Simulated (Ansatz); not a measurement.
Bulk TiTe₂, relaxed with r²SCAN+D4 (plane waves, PAW; program Ansatz):

```cif
data_Te2Ti
_chemical_formula_sum 'Ti1 Te2'
_space_group_name_H-M_alt 'P 1'
_space_group_IT_number 1
_cell_length_a 3.79012
_cell_length_b 3.79012
_cell_length_c 6.66630
_cell_angle_alpha 90.000
_cell_angle_beta 90.000
_cell_angle_gamma 120.000
loop_
_space_group_symop_operation_xyz
  'x, y, z'
loop_
_atom_site_label
_atom_site_type_symbol
_atom_site_fract_x
_atom_site_fract_y
_atom_site_fract_z
_atom_site_occupancy
Ti1 Ti 0.00000 0.00000 0.00000 1
Te1 Te 0.66667 0.33333 0.74593 1
Te2 Te 0.33333 0.66667 0.25407 1
```

Problem. One layer is taken out and relaxed. What does that cost?

Solution. 74 meV/atom, or 18 meV/Å² of layer.

Problem. What lattice and gap has the free layer?

Solution. a = 3.777 Å; no gap.

Space group P-3m1 (1T). The layer was cut from a bulk entry of the Materials Project (measured or hypothetical); whether that bulk phase is the ambient one, and whether the layer has been isolated, was not checked. Symmetry was held in the r²SCAN+D4 relaxation; its stability against distortions is not shown here. The run is not spin-polarised. Scalar-relativistic: spin–orbit coupling is off unless named, which matters more the heavier the elements.

Potentials: the later of the program's two PAW sets.
